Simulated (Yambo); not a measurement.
Al₃BC (space group P6_3/mmc, No. 194), G0W0@LDA in Yambo with this input:

```
rim_cut
gw0
dyson
el_el_corr
HF_and_locXC
ppa
em1d
RandQpts= 1000000
RandGvec= 1 Ry
EXXRLvcs= 82 Ry
VXCRLvcs= 328 Ry
Chimod= "HARTREE"
% BndsRnXp
 1 | 216 |
%
NGsBlkXp= 8 Ry
% LongDrXp
 1.0 | 1.0 | 1.0 |
%
PPAPntXp= 27.2114 eV
% GbndRnge
 1 | 216 |
%
GTermKind= "BG"
DysSolver= "n"
ExtendOut
```

On a 6×6×1 mesh, with wavefunctions cut at 82 Ry, the gap (Γ → M) is 0.858 eV and the valence edge shifts by -0.321 eV.

Question: What happens with this change: 2 Ry block?

Answer: The gap falls by 0.304 eV, to 0.554 eV; the shift of the valence edge becomes 0.160 eV. Neither run is shown to be the converged limit.

Geometry of the Materials Project entry, not relaxed at this level; primitive cell a = 3.4812 Å, b = 3.4812 Å, c = 11.4684 Å, α = 90.00°, β = 90.00°, γ = 120.00°.

The structure is a Materials Project entry; no match was found in the copy of COD used, and its stability was not checked.

A shift is the quasiparticle energy of the state minus its LDA energy.
